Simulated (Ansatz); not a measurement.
## Relaxed lattice of InSe2 against the k-mesh

Method: DFT PBE, scalar-relativistic, plane waves, PAW (Ansatz). Each run relaxes cell and atoms to zero pressure from this start:

```xyz
6
Lattice="3.8949 0.0000 0.0000 0.0000 3.8949 0.0000 0.0000 0.0000 9.6262" Properties=species:S:1:pos:R:3 pbc="T T T"
In    0.0000    1.9474    6.8006
In    1.9474    0.0000    2.8256
Se    0.0000    1.9474    3.5252
Se    1.9474    0.0000    6.1010
Se    0.0000    0.0000    0.0000
Se    1.9474    1.9474    0.0000
```

| Quantity | Value |
| --- | --- |
| plane-wave cutoff | 420 eV |
| occupation rule | Gaussian smearing, 0.1 eV |
| spin treatment | unpolarised |

Lengths are those of the conventional cell, space group P4/nmm.

| k-mesh | a (Å) | c (Å) | volume (Å³/atom) | gap on mesh (eV) |
| --- | --- | --- | --- | --- |
| 1×1×1 | 4.281 | 11.091 | 33.87 | 0.78 |
| 2×2×1 | 4.046 | 8.627 | 23.53 | metal |
| 4×4×1 | 3.903 | 9.577 | 24.32 | metal |
| 4×4×2 | 3.902 | 9.726 | 24.68 | metal |
| 6×6×4 | 3.865 | 9.823 | 24.46 | metal |
| 10×10×4 | 3.887 | 9.733 | 24.51 | metal |

**Question.** What does 6×6×2 give?

**Answer.** It gives:

```
k-mesh a (Å) c (Å) volume (Å³/atom) gap on mesh (eV)
 6×6×2  3.867  9.827             24.49             metal
```

Cost: 7 runs of about 8.2 core-minutes in all, on Intel Xeon Processor @ 2.70GHz (shared hosts).